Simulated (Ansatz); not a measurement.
## Mixing Eu and Gd in the structure of EuMn2As2

Computed with the plane-wave PAW code Ansatz (scalar-relativistic, PAW set soft_2): PBEsol, collinear spin, 420 eV cutoff, k-mesh 4×3×3.

End member EuMn2As2, relaxed:

```
Eu Mn As
1.0
     0.00000    0.00000    6.96074
    -3.90507   -6.76378    0.00000
     7.81015    0.00000    0.00000
Eu Mn As
4 8 8
Cartesian
  -1.9525 -3.3819 0.0000
  1.9525 -3.3819 0.0000
  -3.9051 -6.7638 0.0000
  0.0000 -6.7638 0.0000
  5.8576 -1.1273 4.2634
  1.9525 -1.1273 4.2634
  3.9051 -4.5092 4.2634
  0.0000 -4.5092 4.2634
  0.0000 -2.2546 2.6974
  3.9051 -2.2546 2.6974
  -1.9525 -5.6365 2.6974
  1.9525 -5.6365 2.6974
  5.8576 -1.1273 1.8987
  1.9525 -1.1273 1.8987
  3.9051 -4.5092 1.8987
  0.0000 -4.5092 1.8987
  0.0000 -2.2546 5.0621
  3.9051 -2.2546 5.0621
  -1.9525 -5.6365 5.0621
  1.9525 -5.6365 5.0621
```

The end members, relaxed in this structure: Eu: 18.39 Å³ an atom; Gd: 17.83 Å³ an atom. The 4 Eu sites of a small cell are then shared in one or more ways, and cell and atoms relax.

```tsv
sites taken	mixing energy (meV a mixed site)	volume (Å³ an atom)	volume over the mean of the ends (%)	moment (μB)
1 Eu, 3 Gd	-30	18.02	0.3	4.8
3 Eu, 1 Gd	31	18.35	0.6	7.9
```

Some mixed cells lie above the end members and some below. As a regular solution, energy = Ω x (1 − x), this gives Ω of -159 to 165 meV a site, by these few small cells. The end members were relaxed in their own small cells and meshes; in the cell and mesh used here they stand at 0.32 and 0.17 GPa, so excess volumes under about 1 % aren't settled.

One relaxed mixed cell (EuGd3Mn8As8):

```
mixed
1.0
    -0.0002    0.0001    6.7621
    -3.9222   -6.7944    0.0000
     7.8428    0.0009   -0.0002
Gd Eu Mn As
3 1 8 8
Direct
  0.0014 0.5003 0.0002
  0.0014 0.5003 0.5002
  0.0014 0.0003 0.5002
  0.0014 0.0003 0.0002
  0.6202 0.1684 0.8320
  0.6203 0.1684 0.3365
  0.6203 0.6639 0.8320
  0.6155 0.6668 0.3334
  0.3825 0.3366 0.1684
  0.3872 0.3337 0.6670
  0.3825 0.8321 0.1684
  0.3825 0.8321 0.6638
  0.2703 0.1672 0.8332
  0.2703 0.1673 0.3342
  0.2703 0.6663 0.8332
  0.2636 0.6669 0.3335
  0.7325 0.3342 0.1672
  0.7391 0.3336 0.6669
  0.7325 0.8333 0.1672
  0.7324 0.8332 0.6662
```

Caveats: 4f shell without a U, which puts 4f levels too near the Fermi level; Gd without a U keeps its half-filled shell, but its 4f levels lie too near the Fermi level; the moment set at the start was not kept; open f or d shells may hold a state above the lowest; state may not be the lowest; a small cell repeats its arrangement periodically, so this isn't a truly random crystal; the end members kept the symmetry of the structure while the mixed cells were free to distort, which can lower these; an end member made by putting another element on the site need not exist, and other phases weren't compared.
